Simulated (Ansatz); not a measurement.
Input:

SrTiO$_{3}$ (cubic perovskite, Pm-3m), a = b = c = 3.855 Å, α = β = γ = 90.00°.

This is the LDA-relaxed structure.

All from plane-wave PAW LDA (Ansatz code), unless another level is named. Estimate the Young's modulus.

312 GPa.

Predict the elastic constants (relaxed ions, GPa).

C11 = 384, C12 = 111, C44 = 119.

The LDA relaxation kept the symmetry of its start. At this level the phase is dynamically unstable (imaginary phonons). The run is not spin-polarised.

Potentials: the earlier of the program's two PAW sets. The files were generated under PBE; for other functionals the program regenerates the frozen cores, and for LDA and PBEsol the local potential too.
